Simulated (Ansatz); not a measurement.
This cell of Cu₃Au (Cu3Au type) is off equilibrium:

```xyz
4
Lattice="3.7078 0.0000 0.0000 0.0000 3.7078 0.0000 0.0000 0.0000 3.9303" Properties=species:S:1:pos:R:3 pbc="T T T"
Cu     0.0000     1.8539     1.9651
Cu     1.8539     0.0000     1.9651
Cu     1.8539     1.8539     0.0000
Au     0.0000     0.0000     0.0000
```

These are PBE (plane waves to 420 eV, PAW, scalar-relativistic; Ansatz, a program for electronic structure) values and carry that method's errors. k mesh 12×12×12 (Γ-centred), Fermi-Dirac smearing 0.05 eV. The energy includes the smearing's −TS. Stress and pressure are positive under compression. With partly filled bands, the response to shear is sensitive to the k mesh, so small differences along c/a are uncertain. Cu3Au is run without spin polarisation. Cu3Au was relaxed with its symmetry unable to fall. Spin-orbit coupling is left out, though Au is heavy.

Problem. What is the stress tensor (GPa)?

Solution. 
```
    1.5      0.0      0.0
    0.0      1.5      0.0
    0.0      0.0     -2.5
```
The pressure, a third of the trace, is 0.2 GPa.

Problem. It is the relaxed cell deformed to V/V₀ = 1.000, (c/a)/(c/a)₀ = 1.060, c along z, fractional positions held. What is its energy relative to the relaxed cell?

Solution. 6 meV/atom.

(Under strain, the slope of the energy per volume gives the stress and its curvature an elastic modulus.)
